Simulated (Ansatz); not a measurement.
LiH:
```
CELL_PARAMETERS angstrom
      0.00000     1.95476     1.95476
      1.95476     0.00000     1.95476
      1.95476     1.95476     0.00000
ATOMIC_POSITIONS crystal
  Li 0.00000 0.00000 0.00000
  H  0.50000 0.50000 0.50000
```

Relaxed with LDA. Special points in fractions of this cell's reciprocal vectors: Γ (0.000, 0.000, 0.000); X (0.500, 0.000, 0.500); U (0.625, 0.250, 0.625); K (0.375, 0.375, 0.750); L (0.500, 0.500, 0.500); W (0.500, 0.250, 0.750).

Question: List the band energies nearest the valence-band maximum at these points for LDA in the plane-wave PAW code Ansatz.

Answer: In eV from the valence-band maximum; about four levels below and three above (degenerate sets whole), none deeper than 8.9 eV; … stands for higher levels left out; points with the same levels are listed once.

```tsv
k	below	above
Γ	-5.84	17.13 …
X	0.00	2.54 …
U	-0.63	3.75 …
L	-2.99	4.81 …
W	-0.30	…
```

Space group Fm-3m (rock salt). Symmetry was held in the LDA relaxation; phonons on a q-mesh show no instability.

Potentials: the later of the program's two PAW sets.
